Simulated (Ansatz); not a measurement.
# Ca (fcc, Cu type): frozen-phonon scan

Ca (fcc, Cu type)

```
Ca
1.0
    0.00000     5.52644     5.52644
    2.76322     0.00000     2.76322
    2.76322     2.76322     0.00000
Ca
2
Direct
  0.00000   0.00000   0.00000
  0.50000   0.00000   0.00000
```

A phonon eigenvector at L = (0.5, 0.0, 0.0) is frozen into this cell: atom i moves by Q times the vector below, so Q is the largest atomic displacement, in Å. The cell is held. It is one choice among 2 degenerate patterns. (q is in reciprocal vectors of the primitive cell; the cell shown is doubled to hold the pattern.)

| atom | x | y | z |
|---|---|---|---|
| Ca1 | 0.285 | -0.520 | 0.805 |
| Ca2 | -0.285 | 0.520 | -0.805 |

Method: PBE (plane waves to 420 eV, PAW, scalar-relativistic; Ansatz, a program for electronic structure). k mesh 15×15×15 (Γ-centred), Fermi-Dirac smearing 0.05 eV. Energies are smeared free energies. With partly filled bands, energies and forces of such displacements shift with the k mesh and the smearing. Ca was relaxed with its symmetry unable to fall. The PAW data are Ansatz's earlier set. ΔE is measured from the undisplaced structure.

| Q (Å) | ΔE (meV/cell) | −dE/dQ from forces (eV/Å) |
|---|---|---|
| -0.280 | 63 | 0.415 |
| -0.233 | 45 | 0.363 |
| -0.187 | 29 | 0.303 |
| -0.140 | 17 | 0.234 |
| -0.093 | 8 | 0.160 |
| -0.047 | 2 | 0.081 |
| 0.000 | 0 | 0.000 |
| 0.047 | 2 | -0.081 |
| 0.093 | 8 | -0.160 |
| 0.140 | 17 | -0.234 |
| 0.187 | 29 | -0.303 |
| 0.233 | 45 | -0.363 |
| 0.280 | 63 | -0.415 |

Key numbers:

| Quantity | Value |
|---|---|
| Energy at Q = 0.280 Å | 63 meV/cell |
| Space group of the distorted cell | P-1 (No. 2), lowered from Fm-3m |
| Symmetry of the curve | even: the same for both signs |
| Shape of the curve | a single well with its minimum at or next to zero displacement |
| Harmonic wavenumber from the curvature (finite differences) | 77 cm⁻¹ |
| Wavenumber by perturbation theory (DFPT, on another k mesh) | 77 cm⁻¹ |

(A displaced cell: forces are minus the slopes of the energy, force constants its curvatures, and phonons follow from these.)
